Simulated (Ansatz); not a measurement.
**Elastic constants of LiCl (Fm-3m), step by step**

```yaml
crystal:
  lattice:
    - [0.00000, 2.48206, 2.48206]
    - [2.48206, 0.00000, 2.48206]
    - [2.48206, 2.48206, 0.00000]
  atoms:
    - { symbol: Li, position: [0.00000, 0.00000, 0.00000] }
    - { symbol: Cl, position: [0.50000, 0.50000, 0.50000] }
```

Level of theory, where no other is named: LDA, all-electron LAPW in Ansatz 0.2.0, scalar-relativistic. k mesh 8×8×8, fixed occupations, basis error target 1 meV/atom. The cell was relaxed by PAW under this functional, which moved its volume by -9 % from the database entry's.

The cell is cubic and carries a residual pressure of 0.03 GPa at this level. Each strain component that symmetry leaves independent is applied at ±0.003, the ions relax wherever a strain frees them, and the stress (tension positive, GPa) is read. Shears are engineering strains, γ = 2ε.

```tsv
strain	size	σxx	σyy	σzz	σyz	σxz	σxy
xx	-0.003	-0.2611	-0.0970	-0.0970	0.0000	0.0000	0.0000
xx	+0.003	0.1986	0.0419	0.0419	0.0000	0.0000	0.0000
yz	-0.003	-0.0269	-0.0274	-0.0274	-0.0849	0.0000	0.0000
yz	+0.003	-0.0269	-0.0274	-0.0274	0.0849	0.0000	0.0000
```

A central difference gives one constant, for example C11 ≈ (0.1986 − (-0.2611))/(0.006) = 76.6 GPa; the program then imposes the crystal's symmetry on the whole matrix.

**Question.** What are the independent elastic constants?

**Answer.** C11 = 76.6, C12 = 23.2, C44 = 28.3 GPa.

**Question.** Do they meet the Born conditions?

**Answer.** C11 − C12 = 53.5, C11 + 2C12 = 122.9 and C44 = 28.3 GPa must all be positive, so the crystal is elastically stable; that says nothing yet of its phonons.

**Question.** What moduli does a random aggregate of grains have?

**Answer.** B = (C11 + 2C12)/3 = 41.0 GPa. G_V = (C11 − C12 + 3C44)/5 = 27.7 and G_R = 5(C11 − C12)C44/(4C44 + 3(C11 − C12)) = 27.7, so G_H = 27.7 GPa. Then E = 9BG/(3B + G) = 67.7 GPa, ν = (3B − 2G)/(6B + 2G) = 0.224 and B/G = 1.48, on the brittle side of Pugh's 1.75 (a rule of thumb, made for metals; it doesn't predict ductility here).

**Question.** With the density of 2.302 g/cm³, how fast does sound travel, and what Debye temperature follows?

**Answer.** 

| direction | slow (m/s) | middle (m/s) | fast (m/s) |
| --- | --- | --- | --- |
| [100] | 3507 | 3507 | 5770 |
| [110] | 3408 | 3507 | 5829 |
| [111] | 3441 | 3441 | 5848 |

The mean of v⁻³ over directions and branches gives v_m = 3837 m/s and θ_D = (ħ/k_B) v_m (6π²n)^(1/3) = 460 K, n being atoms per volume. Young's modulus spans 66 to 69 GPa over directions, and the universal anisotropy index is 0.00.

**Question.** How far do the constants move if PAW replaces LAPW in the same cell?

**Answer.** 

```tsv
constant	LAPW (GPa)	PAW (GPa)	difference
C11	76.6	76.3	-0.3
C12	23.2	23.2	0.0
C44	28.3	28.2	-0.1
```

**Question.** How do the constants change if the ions are clamped to the homogeneous strain?

**Answer.** None moves by more than 0.3 GPa: by symmetry a homogeneous strain puts no force on these sites.

**Question.** What happens at 5 GPa (cell relaxed there)?

**Answer.** The volume falls to 0.9063 of its value, and C11 = 121.2, C12 = 31.9, C44 = 34.0 GPa (slopes of the stress), in this structure whether or not another phase takes over.

Limits of these numbers: the frozen-core PAW files of the compared runs were fitted under PBE, their cores solved anew for this functional.
